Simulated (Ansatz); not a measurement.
## Ansatz 0.2.0, settings compared: MgAl2H2

input.yaml:

```yaml
crystal:
  lattice:
    - [3.433662, 0.0, 0.0]
    - [-1.716831, 2.973638, 0.0]
    - [0.0, 0.0, 5.175058]
  atoms:
    - { symbol: Mg, position: [0.0, 0.0, 0.0] }
    - { symbol: Al, position: [0.3333, 0.6667, 0.7806] }
    - { symbol: Al, position: [0.6667, 0.3333, 0.2194] }
    - { symbol: H, position: [0.3569, 0.6431, 0.5805] }
    - { symbol: H, position: [0.6431, 0.3569, 0.4195] }
  symmetry: { tolerance: 0.0003 }
kpoints:
  mp_grid: { grid: [6, 6, 4], shift: [0, 0, 0] }
magnetization:
  spin_polarized: false
scf:
  occupations: { method: fermi_dirac }
hamiltonian:
  pseudopotentials: { kind: paw }
  xc: r2scan
basis:
  ecutwfc: 500
output:
  forces: true
  stress: true
  eigenvalues: true
```

Launch command:

```bash
ansatz run input.yaml --threads 1 --pin off --max-ram 2560MiB --backend cpu --events-out ev --progress --plain --runs-dir out
```

Origin of the cell: a known structure type with other elements, at an estimated volume, so it need not be a known compound.

The smearing width isn't typed, so it takes its default of 0.1 eV.

Output of this run (shortened):

```
Pseudopotentials: kind: paw
Pseudopotential: Mg, paw, valence charge 10, recommended cutoff 500 eV (meta_gga), Mg.paw.azcp
Pseudopotential: Al, paw, valence charge 3, recommended cutoff 500 eV (meta_gga), Al.paw.azcp
Pseudopotential: H, paw, valence charge 1, recommended cutoff 500 eV (meta_gga), H.paw.azcp
Functional definition: r2SCAN
  exchange = r2scan_x(k0 = k0, k1 = k1, a1 = a1)
  correlation = r2scan_c
Crystal: 5 atoms, lattice volume = 52.840 Å³
Basis set: ecut = 500 eV, 1375 PW (Γ), exchange–correlation on 108×108×160 points (64 copies of the dense FFT grid, shifted against one another)
Bands: 14, of which v1, the nominal top of the filled ones, is band 9 counted from 1 (8 counted from 0)
Symmetry: 4 space group operations
[… 10 lines left out …]
Initial density: superposition of atomic densities (neutral atoms: chi_scale 0, normalization atom), corrected by the library's trained network
Functional: x = r2scan, c = r2scan; τ floored in thin density (d = 2e-4 eV/Å³)
SCF iter   1: F=—  HF=-3022.834878 eV  Δρ=1.03e-2  dr2=4.93e-2  dr2_τ=1.02e-1
SCF iter   2: F=—  HF=-3022.788764 eV  Δρ=6.96e-3  dr2=2.38e-2  dr2_τ=6.70e-4  defer=5
SCF iter   3: F=—  HF=-3022.788179 eV  Δρ=1.27e-3  dr2=9.79e-4  dr2_τ=3.18e-5  defer=5
SCF iter   4: F=—  HF=-3022.788130 eV  Δρ=4.67e-4  dr2=4.09e-4  dr2_τ=4.64e-6  defer=5
SCF iter   5: F=—  HF=-3022.788036 eV  Δρ=1.77e-4  dr2=1.84e-5  dr2_τ=4.62e-7  defer=5
SCF iter   6: F=—  HF=-3022.788038 eV  Δρ=4.54e-5  dr2=9.01e-7  dr2_τ=3.07e-8  defer=5
SCF iter   7: F=-3022.788039 eV  HF=-3022.788039 eV  Δρ=7.91e-6  dr2=1.84e-8  dr2_τ=1.11e-9
SCF 1 converged in 7 iterations: F = -3022.788039 eV  dr2 = 1.84e-8
SCF converged after 7 iterations
Free energy (F): -3022.788039 eV
Harris-Foulkes:  -3022.788039 eV  (|F-HF|=1.95e-8)
Internal energy: -3022.729573 eV  (E = F + TS)
E sigma→0 (E₀):  -3022.758806 eV
Entropy (-TS):   -0.058466 eV (-11.693 meV/atom)
Fermi energy:    7.173708 eV
--- Per-component energies (eV) ---
  E_band       = -332.949458
  E_kinetic    = 171.606761
  E_local      = -1896.326877  (includes V_loc(G=0)·N_el)
  E_nonlocal   = 130.672727
  E_hartree    = 719.229936
  E_xc         = -125.602673
  E_vxc        = -136.205413  (∫ρ·V_xc dr)
  E_paw        = -1244.215459  (= ΣΔE_a)
  E_vpaw       = -47.861497  (= ΣTr[D̂ρ^β])
  E_aug_tail   = -0.001298  (compensation charges beyond the density's cutoff)
  E_vtau       = 6.708161  (kinetic-family band-sum trace: ∫τ·v_τ [+ j·A + Jᵃ·Aᵃ] dr)
  E_ewald      = -777.946266
  E_core_change = -0.146424  (= ΣΔE_core)
  E_smearing   = -0.058466  (= −TS)
  Σ components = -3022.788039   (vs F -3022.788039, Δ=0.00e0)
--- Forces (eV/Å), atoms counted from 1 ---
  atom   1  Mg     0.000000     0.000000     0.000000
  atom   2  Al    -2.854100     1.647815    19.831748
  atom   3  Al     2.854100    -1.647815   -19.831748
  atom   4  H      2.605973    -1.504559   -24.148289
  atom   5  H     -2.605973     1.504559    24.148289
  max |Σ_I F_I| component: 2.22e-16 eV/Å
--- Stress (GPa, compression-positive) ---
       49.206472      -0.674172     -19.615789
       -0.674172      48.428006      11.325181
      -19.615980      11.325291     185.849634
  P = ⅓ Tr σ = 94.4947 GPa (944.947 kbar)
```

The same input was run again with these changes:

1. `magnetization` { spin_polarized: false } → { spin_polarized: true } (starts: small); `scf.eigensolver.kind` default → davidson; `basis.precision` default → f64; `accuracy` default → medium; typed moments: Mg1 0.2, Al2 0.2, Al3 0.2, H4 0.2, H5 0.2
2. `kpoints.mp_grid.grid` [6, 6, 4] → [9, 9, 6]; `scf.mixing.algorithm` default → broyden; `scf.mixing.beta` default → 0.5
3. `kpoints.mp_grid.grid` [6, 6, 4] → [5, 5, 3]; `crystal.symmetry` { tolerance: 0.0003 } → { detect: false }
4. `scf.n_extra_bands` default → 1; `kpoints.mp_grid.shift` [0, 0, 0] → [0.5, 0.5, 0.5]

```csv
run,end,SCF iterations,P (GPa),max force component (eV/Å),moment (μB),ΔE(σ→0) (meV/atom)
base,converged,7,94.49,24.148,–,0
1,converged,17,94.49,24.148,0.00,0.00
2,converged,7,94.72,24.162,–,11.89
3,converged,7,94.36,24.168,–,-14.31
4,converged,7,94.90,24.166,–,13.07
```

Energies are compared only where functional, datasets, charge and starting cell are the same.

Not properties of the system: run 3 (too coarse or loose: `kpoints.mp_grid.grid` = [5, 5, 3]).

Caveats of the base run: the given cell is far from equilibrium, with atoms too close or a volume far off; the k mesh is coarse if the cell is a metal.

Run 1: a starting moment was lost.

The base run took 6.7 s on 1 thread of Arm Neoverse V1, with other jobs on the host, peak memory 0.45 GiB, from the program's own first density.
